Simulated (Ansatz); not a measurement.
A trial cell of AlIn2As3, before relaxation:

```cif
data_structure
_symmetry_space_group_name_H-M 'I-4m2'
_symmetry_Int_Tables_number 119
_cell_length_a 4.0242
_cell_length_b 4.0242
_cell_length_c 17.0733
_cell_angle_alpha 90.000
_cell_angle_beta 90.000
_cell_angle_gamma 90.000
_cell_volume 276.49
loop_
_atom_site_label
_atom_site_type_symbol
_atom_site_symmetry_multiplicity
_atom_site_Wyckoff_symbol
_atom_site_fract_x
_atom_site_fract_y
_atom_site_fract_z
_atom_site_occupancy
Al1 Al 2 b 0.50000 0.50000 0.00000 1
In1 In 4 e 0.50000 0.50000 0.33333 1
As1 As 4 f 0.50000 0.00000 0.41667 1
As2 As 2 c 0.00000 0.50000 0.25000 1
```

Level of theory: DFT PBE, scalar-relativistic, plane waves, PAW in Ansatz. Cutoff 420 eV, Gaussian smearing, Γ-centred meshes. Cell and atoms relax first on a coarse mesh and then on a converged one. In between, the cell is made exact in the group found at 0.06 Å. The steps can't lower the symmetry of their start. No spin polarisation.

A guess keeps its type if space group and coordination stay and the shape of the cell changes little (axis ratios within about 15 %, angles within 6°); the volume may change.

Question: Does this structure survive the relaxation?

Answer: It keeps its type. The symmetry stays I-4m2 (No. 119). The volume per atom grows by 18.8 %, from 23.0 to 27.4 Å³. The shortest distance goes from 2.46 Å (Al–As and In–As) to 2.52 Å (Al–As). The ratio c/a of the conventional cell changes by a factor of 1.00. Counting neighbours within 15 % of an atom's shortest distance, the start has Al 4, As 4, In 4 and the end Al 4, As 4, In 4.

Formation energies are uncorrected and refer to the elements' standard structures at the same level.

Question: At what energy does it end?

Answer: −0.310 eV/atom. Whether it is stable depends on the other phases of the system, which aren't compared here.

The last run used a 12×12×12 mesh for its 6-atom cell and Gaussian smearing of 0.01 eV. The reference form of As is held partly by dispersion forces, which this level lacks. A structure relaxed within its symmetry needn't be a true minimum.
